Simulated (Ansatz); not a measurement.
Ag$_{3}$SI:
```xyz
5
Lattice="4.8688 0.0000 0.0000 0.0000 4.8688 0.0000 0.0000 0.0000 4.8688" Properties=species:S:1:pos:R:3 pbc="T T T"
Ag     2.4344     2.4344     0.0000
Ag     0.0000     2.4344     2.4344
Ag     2.4344     0.0000     2.4344
S      2.4344     2.4344     2.4344
I      0.0000     0.0000     0.0000
```

Relaxed with PBEsol. Special points in fractions of this cell's reciprocal vectors: Γ (0.000, 0.000, 0.000); X (0.000, 0.500, 0.000); M (0.500, 0.500, 0.000); R (0.500, 0.500, 0.500).

Q: List the band energies nearest the valence-band maximum at these points for PBEsol (plane waves, PAW; program Ansatz).

A: In eV from the valence-band maximum; about four levels below and three above (degenerate sets whole), none deeper than 8.9 eV; points with the same levels are listed once.

```json
[
 {"k": "Γ", "below": "-2.88 -1.74 -1.74 -1.74", "above": "0.71 1.95 1.95"},
 {"k": "X", "below": "-2.14 -2.14 -1.75 -1.27 -1.27", "above": "2.53 3.30 4.26"},
 {"k": "M", "below": "-1.48 -0.76 0.00 0.00", "above": "0.88 1.81 4.50 4.50"},
 {"k": "R", "below": "-2.96 -2.96 -2.96 -1.09 -1.09 -1.09", "above": "4.90 4.90 4.90"}
]
```

Space group Pm-3m (anti-perovskite). The workflow started from an entry of the Crystallography Open Database (COD), which files this formula under 2 space groups. Whether it is the stable phase at ambient conditions was not checked. Symmetry was held in the PBEsol relaxation; whether a distortion lowers the energy is not shown. No spin polarisation was allowed. Spin–orbit coupling is left out wherever it is not named.

Potentials: the later of the program's two PAW sets.
